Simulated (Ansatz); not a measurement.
Does this entry for YVO4 lie near equilibrium?

The cell is a COD entry.

Space group I4_1/amd:1 (No. 141); a = 7.1260, c = 6.1790 Å.

| site | Wyckoff | site symmetry | x | y | z |
| --- | --- | --- | --- | --- | --- |
| Y | 4a | -4m2 | 0.0000 | 0.0000 | 0.0000 |
| V | 4b | -4m2 | 0.0000 | 0.0000 | 0.5000 |
| O | 16h | .m. | 0.0000 | 0.1900 | 0.3550 |

One atom of each set is listed; the run and its k-mesh use a cell of 12 atoms with edges of 5.91, 5.91, 5.91 Å.

The numbers come from a DFT calculation in Ansatz (PBE, plane waves and PAW (field gradients read without the response of the frozen cores, which leaves them typically 4 to 6 % off), scalar-relativistic, 420 eV cutoff, Γ-centred 5×5×5 k-points, Fermi–Dirac smearing 0.02 eV).

**Question.** Do the atoms and the cell lie near the calculated equilibrium?

**Answer.** No. The largest force is 4.9 eV/Å, on atom 6 (O: 1 V at 1.62 Å; also 2 Y at 2.30–2.58 Å), and the pressure is 18.1 GPa. Such values can come from a cell under pressure, imprecise or misplaced coordinates, missing atoms or a wrong setting of the space group; the run alone doesn't tell which, and gradients calculated on this entry can't be taken for those of the compound at ambient conditions.
